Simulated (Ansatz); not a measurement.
Each is relaxed and computed with r²SCAN in the plane-wave PAW code Ansatz. Which is the only one with a gap?
A) Ni6Ge2B, P-62m (Ni on 3f, Ni on 3g, Ge on 2c, B on 1b)
B) GeTePt, P2_13 (Ge on 4a, Te on 4a, Pt on 4a)
C) EuSiPt, P2_13 (Eu on 4a, Si on 4a, Pt on 4a)
D) LaGePt, I4_1md (La on 4a, Ge on 4a, Pt on 4a)

B, GeTePt, P2_13 (Ge on 4a, Te on 4a, Pt on 4a). GeTePt: gap 0.37 eV (indirect); EuSiPt: metal; LaGePt: metal; Ni6Ge2B: metal. Caveat: open 4f shells can settle in a state that is not the lowest. Spin orders computed, not proven ground states: EuSiPt, P2_13 (Eu on 4a, Si on 4a, Pt on 4a) ferromagnetic. Standing as an ambient phase not checked: GeTePt, P2_13 (Ge on 4a, Te on 4a, Pt on 4a); EuSiPt, P2_13 (Eu on 4a, Si on 4a, Pt on 4a); LaGePt, I4_1md (La on 4a, Ge on 4a, Pt on 4a); Ni6Ge2B, P-62m (Ni on 3f, Ni on 3g, Ge on 2c, B on 1b). Perhaps ordered models of mixed-site phases: EuSiPt, P2_13 (Eu on 4a, Si on 4a, Pt on 4a); LaGePt, I4_1md (La on 4a, Ge on 4a, Pt on 4a). All cells were relaxed under the symmetry of their starts (and spin orders); stability against distortions was not tested throughout. Rows with no word on spin ran without spin polarisation. No Hubbard U is applied. Scalar-relativistic: spin–orbit coupling is off unless named, which matters more the heavier the elements.

Potentials: the later of the program's two PAW sets.
